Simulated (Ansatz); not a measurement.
MgO:
```
CELL_PARAMETERS angstrom
      3.30431     0.00000     0.00000
     -1.65215     2.86161     0.00000
      0.00000     0.00000     5.01562
ATOMIC_POSITIONS crystal
  Mg 0.33333 0.66667 0.00351
  Mg 0.66667 0.33333 0.50351
  O  0.33333 0.66667 0.40109
  O  0.66667 0.33333 0.90109
```

Relaxed with PBEsol. Independent-particle spectrum: no excitons, no local fields, no scissors shift; 0.1 eV broadening; ε₁ of the summed bands alone.

Tabulate the dielectric function from PBEsol (plane waves, PAW; program Ansatz).



```
E (eV)  ε₁ xx  ε₂ xx  ε₁ zz  ε₂ zz
------  -----  -----  -----  -----
0.0      2.97   0.00   3.06   0.00
0.4      2.98   0.00   3.07   0.00
0.8      2.99   0.00   3.09   0.00
1.2      3.02   0.00   3.12   0.00
1.6      3.06   0.00   3.17   0.00
2.0      3.11   0.00   3.23   0.00
2.4      3.19   0.00   3.33   0.00
2.8      3.29   0.00   3.48   0.00
3.2      3.45   0.00   3.79   0.00
3.6      3.77   0.01   4.06   0.63
4.0      4.05   0.63   3.85   0.93
4.4      3.87   0.93   3.70   1.07
4.8      3.73   1.11   3.61   1.17
5.2      3.65   1.23   3.55   1.24
5.6      3.59   1.34   3.54   1.32
6.0      3.57   1.44   3.56   1.42
6.4      3.59   1.57   3.63   1.54
6.8      3.66   1.74   3.76   1.75
7.2      3.79   2.00   3.97   2.12
7.6      4.01   2.56   4.32   3.25
8.0      3.03   3.99   2.14   3.77
8.4      2.12   3.43   1.60   2.78
8.8      1.75   3.25   1.88   2.17
9.2      0.97   2.75   2.57   2.36
9.6      1.41   2.06   1.52   1.88
10.0     1.71   1.93   4.13   2.35
10.4     1.69   2.64  -0.17   5.72
10.8     1.79   2.61  -0.63   2.29
11.2     1.09   2.42   0.82   1.69
11.6     1.04   2.54   0.74   2.13
12.0     0.53   2.46   0.39   1.81
```

From ε at 4.8 eV (xx: 3.73 + 1.11i), find n, k, the normal reflectivity and the absorption coefficient.

n = 1.95, k = 0.284, R = 11 %, α = 2kE/ħc = 140000 cm⁻¹.

With all bands, ε∞ without local fields is 3.12 (xx = yy), 3.21 (zz). DFPT, with local fields, gives 3.03 (xx = yy), 3.14 (zz).

Space group P6_3mc (wurtzite). The first step of the workflow began from a Materials Project structure, measured or hypothetical; the Crystallography Open Database copy checked does not list it. It is not the phase usual at ambient conditions (space group No. 225). The PBEsol relaxation kept the symmetry of its start; whether a distortion lowers the energy is not shown.

Potentials: the earlier of the program's two PAW sets. The files were generated under PBE; for other functionals the program regenerates the frozen cores, and for LDA and PBEsol the local potential too.
